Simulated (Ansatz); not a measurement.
## LiNbO₃, a database entry at a rescaled volume

```xyz
10
Lattice="2.6425 1.5256 4.6162 -2.6425 1.5256 4.6162 0.0000 -3.0513 4.6162" Properties=species:S:1:pos:R:3 pbc="T T T"
Li    0.0000    0.0000    3.4622
Li    0.0000    0.0000   10.3865
Nb    0.0000    0.0000    0.0000
Nb    0.0000    0.0000    6.9243
O    -0.5684   -1.5258    5.7698
O     1.6056    0.2706    5.7698
O    -1.0372    1.2551    5.7698
O     0.5684    1.5258    8.0788
O    -1.6056   -0.2706    8.0788
O     1.0372   -1.2551    8.0788
```

Method: r2SCAN, no spin polarisation; PAW, plane waves to 500 eV, 6×6×6 Γ-centred mesh, fermi-dirac occupations (width 0.1038 eV) (Ansatz 0.2.0), atoms fixed.

Task: What is the formation energy?

Result: -2.75 eV an atom against the elements' usual phases (free molecules for gases, crystals otherwise, with no correction for O₂ or N₂), so it is bound against them; other compounds may still compete. Relaxing would lower it.

Task: What is the character of the valence top and the conduction bottom?

Result: Within 0.7 eV of the edges, the states project mainly on O p (96 %) below the gap and on Nb d (89 %) above it.

Task: What do density and ELF say about some of the short contacts?

Result: Nb–O at 2.00 Å: least valence density 0.84 e/Å³ and ELF 0.25 there. Li–O at 2.07 Å: least valence density 0.14 e/Å³ and ELF 0.03 there, a closed-shell (ionic or weak) contact. These are pseudo-fields; inside the PAW spheres they differ from the all-electron ones.

Task: Is the cell too large or too small?

Result: The pressure is -5.5 GPa (compression positive), so with the atoms held at these fractions the cell would first shrink.

Task: Is there a gap, and of what kind?

Result: The gap is 2.81 eV, indirect (the least direct gap found is 2.94 eV). A semilocal functional usually gives too small a gap.

Origin: a database entry at a rescaled volume.
